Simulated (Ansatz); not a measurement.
Below is a relaxed structure of SiAs3. The cell was found from a structure generator's guess, not taken from experiment.

All numbers below come from DFT PBE, scalar-relativistic, plane waves, PAW in Ansatz 0.2.0. Cutoff 420 eV, Γ-centred mesh, Gaussian smearing, no spin polarisation.

```
Si As
1.0
     3.69650    0.00000    0.00000
    -1.84825    3.20127    0.00000
     0.00000    0.00000    6.57176
Si As
1 3
Direct
  0.00000 0.00000 0.50000
  0.33333 0.66667 0.73055
  0.66667 0.33333 0.26945
  0.00000 0.00000 0.00000
```

Energies over the elements count from the elements' standard structures at the same level, with no fitted energy shifts.

Q: What space group does it have?

A: P-3m1 (No. 164). Conventional cell: a = 3.697 Å, c = 6.572 Å. Around Si lie 6 As at 2.62 Å; As on a site of symmetry 3m has 3 Si at 2.62 Å and 3 As at 2.77 Å; around As on a site of symmetry -3m lie 6 As at 2.77 Å.

Q: How far does it lie from the elements in energy?

A: +0.22 eV/atom. It can't be a ground state, since the elements alone are lower.

Q: Is it a metal?

A: Yes, bands cross the Fermi level on the 12×12×8 mesh.

The last run used a 12×12×8 mesh (in the run's order of axes) for its 4-atom cell and Gaussian smearing of 0.10 eV. An odd number of electrons in the primitive cell allows no gap without spin; a larger cell or a magnetic state could open one. The cell is a metal run without spin; a magnetic state may lie lower. The reference form of As is held partly by dispersion forces, which this level lacks. A structure relaxed within its symmetry needn't be a true minimum. Another cell of SiAs3 relaxed alike, in R-3m, lies 134 meV/atom lower, so this cell isn't the stable form at this level.
